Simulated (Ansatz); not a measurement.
**Question.** Name crystals whose computed values (DFT-r²SCAN in the program Ansatz with PAW potentials) fall in these windows: G_Hill (GPa) 93 to 130; electron conductivity mass (mₑ) 0.41 to 0.57; Θ_D (K) 620 to 820.

**Answer.** 

```json
[
 {"crystal": "MnO2, rutile", "G_Hill (GPa)": "113", "electron conductivity mass (mₑ)": "0.49", "Θ_D (K)": "739"}
]
```
Others may fit too.

Spin orders computed, not proven ground states: MnO2, rutile antiferromagnetic. The cell was relaxed under the symmetry of its start. No Hubbard U is applied.

Potentials: the later of the program's two PAW sets.
